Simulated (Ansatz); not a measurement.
Given:

TiAl:
```
TiAl
1.0
    2.81002     0.00000     0.00000
    0.00000     2.81002     0.00000
    0.00000     0.00000     4.06613
Al Ti
1 1
Direct
  0.50000   0.50000   0.50000
  0.00000   0.00000   0.00000
```

This is the r²SCAN-relaxed structure.

Task: All from plane-wave PAW r²SCAN (Ansatz code), unless another level is named. Give the formation energy from the elements (no fitted shifts).

Result: -0.45 eV/atom.

Task: Give the density of states at the Fermi level.

Result: 0.78 states/eV per atom (mean over ±0.08 eV).

Space group P4/mmm (L1₀ or tetragonal B2). The r²SCAN relaxation kept the symmetry of its start. No spin polarisation was allowed. The references are the lowest solids computed at this level, not always the standard phases.

Potentials: the later of the program's two PAW sets.
